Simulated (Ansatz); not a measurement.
# Ca (P6_3/mmc), two-dimensional strain map

Level of theory: DFT LDA, scalar-relativistic, plane waves, PAW (Ansatz 0.2.0). Cutoff 420 eV, Γ-centred 15×15×8 k-points, Gaussian smearing of 0.15 eV. No spin polarisation. Energies are free energies at this smearing, counted from the undisturbed cell; pressure is positive in compression.

Reference structure (as given, not relaxed at this level; it stands at -2.3 GPa; this form isn't the usual structure):

```
CELL_PARAMETERS angstrom
3.98000 0.00000 0.00000
-1.99000 3.44678 0.00000
0.00000 0.00000 6.52000
ATOMIC_POSITIONS crystal
Ca 0.33333 0.66667 0.25000
Ca 0.66667 0.33333 0.75000
```

The cell is strained by p along both x and y and by q along z, fractional coordinates fixed. Points are written (p, q).

Energy above the undisturbed cell in meV/atom (a dash: not computed):

```
 p \ q  -0.030  -0.015  0.000  0.015  0.030
-0.030   -43.4   -38.3  -31.1  -21.9  -10.9
-0.015   -31.6       –  -17.7      –      –
 0.000   -15.6       –    0.0      –   22.7
 0.030    27.7       –   46.7      –   72.0
```

Pressure in GPa:

```csv
p \ q,-0.030,-0.015,0.000,0.015,0.030
-0.030,-1.1,-1.4,-1.6,-1.8,-2.0
-0.015,-1.6,–,-2.0,–,–
0.000,-2.0,–,-2.3,–,-2.7
0.030,-2.6,–,-2.9,–,-3.2
```